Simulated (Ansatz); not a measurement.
# The polar optical mode of LiF at -2.8 GPa, worked through

Computed with DFT PBE, scalar-relativistic, plane waves, PAW (Ansatz 0.2.0). Settings: 420 eV plane-wave cutoff, Γ-centred 10×10×10 mesh, fixed occupations. No spin polarisation. Phonons by linear response, acoustic sum rule imposed.

The cell is fixed (symmetry leaves no force on the atoms) and stands under -2.8 GPa:
Space group Fm-3m (No. 225). a = 4.130 Å, b = 4.130 Å, c = 4.130 Å, α = 90.00°, β = 90.00°, γ = 90.00°
```
atom site symmetry x y z
  Li    4a m-3m  0.0000  0.0000  0.0000
   F    4b m-3m  0.5000  0.0000  0.0000
```

The cell is the ideal cubic rocksalt prototype.

Linear response gives ν_TO = 227.2 cm⁻¹, Born charges ±1.059 e (positive on Li) and ε∞ = 2.036. The primitive cell holds 17.606 Å³, and the masses are 6.940 and 18.998 amu.

Q: Find ν_LO and the static dielectric constant.

A: The long-wave field adds a restoring force: ω_LO² − ω_TO² = Z*²e²/(ε_vac ε∞ μV). In these units ν_LO² − ν_TO² = 4.92064×10⁷ Z*²/(μ V ε∞) cm⁻², with μ = m₁m₂/(m₁ + m₂) = 5.083 amu: 302788 cm⁻². So ν_LO = √(227.2² + 302788) = 595.3 cm⁻¹, and the run gives 595.3. Lyddane–Sachs–Teller then gives ε0 = ε∞ (ν_LO/ν_TO)² = 13.97, against 13.98 in the run (it forms both from the same three quantities, so the match checks the arithmetic only). Between ν_TO and ν_LO the dielectric function is negative and an undamped crystal reflects fully: a reststrahlen band from 16.8 to 44.0 μm.

Q: What do the Clausius–Mossotti polarisability and the Szigeti charge come to?

A: With the Lorentz local field, α = (3V/4π)(ε∞ − 1)/(ε∞ + 2) = 1.08 Å³ for the pair, and e_S = 3Z*/(ε∞ + 2) = 0.79 e. The Born charge includes the electrons' response to the dipole's own local field, and e_S takes that enhancement out. The Lorentz field assumes point-like polarisable ions, a fair picture at this small ε∞.

Q: How strongly does a slow electron couple to the LO mode?

A: For one isotropic parabolic band, Fröhlich's constant is α_F = (1/ε∞ − 1/ε0) √(m* Ry/ħω_LO), with Ry = 13.606 eV, ħω_LO = 73.8 meV and m* in free-electron masses: α_F = 0.4197 × 13.58 × √m* = 5.70 √m*. The band mass isn't part of this run; for m* = 0.1, 0.3 and 1 it gives 1.80, 3.12, 5.70. In weak coupling the polaron lies α_F ħω_LO below the band edge (230 meV at m* = 0.3) with a mass m*(1 + α_F/6); past α_F of about 5 or 6 that expansion fails. A semilocal functional's ε∞ tends to be too large, which taken alone lowers α_F.

Cost: 1 run of about 0.058 core-minutes, on Intel Xeon 6975P-C (Granite Rapids) (shared hosts).